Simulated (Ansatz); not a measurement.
# Squeezing As (diamond type)

```
CELL_PARAMETERS angstrom
0.00000 2.97962 2.97962
2.97962 0.00000 2.97962
2.97962 2.97962 0.00000
ATOMIC_POSITIONS crystal
As 0.87500 0.87500 0.87500
As 0.12500 0.12500 0.12500
```

The cell comes from a relaxation on PAW files under the same functional, begun from a prototype that needn't be the stable phase.

Its volume is scaled at fixed shape and fractional positions.

All numbers are LDA results (scalar-relativistic) from Ansatz 0.2.0, with a Γ-centred 13×13×13 k mesh, Fermi–Dirac smearing of 0.05 eV, no spin polarisation. Methods: LAPW: all electrons, basis error target 1 meV/atom; PAW: frozen-core files, cutoff 420 eV; crystal datasets: all electrons, by PAW datasets that the program makes for each cell; norm-conserving: pseudopotentials, cutoff 1088 eV; PAW (cutoff 250 eV): frozen-core files, cutoff 250 eV.

Energies are extrapolated to zero smearing and count from the unscaled cell; pressure is positive in compression; gaps take the mesh and a band path. No temperature or zero-point motion is included.

The PAW files were made under PBE. The structure type is held throughout; the real material can change phase at far lower pressure.

```csv
V/V0,V (Å³/atom),P LAPW (GPa),ΔE LAPW (eV/atom),P PAW − LAPW (GPa),ΔE PAW − LAPW (meV/atom)
1.00,26.45,0.04,0.000,-0.02,0.0
0.95,25.13,3.17,0.013,-0.03,-0.2
0.85,22.49,12.27,?,-0.03,-0.6
0.75,19.84,26.6,0.446,-0.04,-1.1
0.65,17.19,52.2,1.075,-0.04,-1.7
0.55,14.55,100.8,2.294,-0.03,-2.4
0.45,11.90,?,4.725,0.01,-2.2
0.40,10.58,311.1,6.841,-0.49,-3.5
```

Question: Fill in "P LAPW (GPa)" for the row "0.45".

Answer: 209.3.

Question: What belongs in the row "0.85", column "ΔE LAPW (eV/atom)"?

Answer: 0.136.

Question: Fit the Vinet equation to the LAPW pressures over the whole range, with residuals weighted by 1/(|P| + 0.03·Pmax).

Answer: V0 = 26.61 Å³/atom, B0 = 45.9 GPa and B0′ = 4.77, and the fit misses no point by more than 10 GPa. A fit over so wide a range pins B0 less well than one near rest.

Question: From the table, what is the rise of the enthalpy H = E + pV up to the last row, and how stiff is the crystal between the last two rows?

Answer: ΔH = 6.841 eV + (311.1 GPa × 10.58 Å³ − 0.04 GPa × 26.45 Å³) × 0.006242 eV/(GPa·Å³) = 27.38 eV/atom, of which pV makes 75 %. The mean bulk modulus there is −ΔP/Δln V = 864 GPa.

Question: At the smallest volume, how far do crystal datasets and norm-conserving and PAW (cutoff 250 eV) lie from LAPW in pressure?

Answer: crystal datasets: 0.00 GPa; norm-conserving: -0.46 GPa; PAW (cutoff 250 eV): +4.87 GPa, on a LAPW pressure of 311.1 GPa.
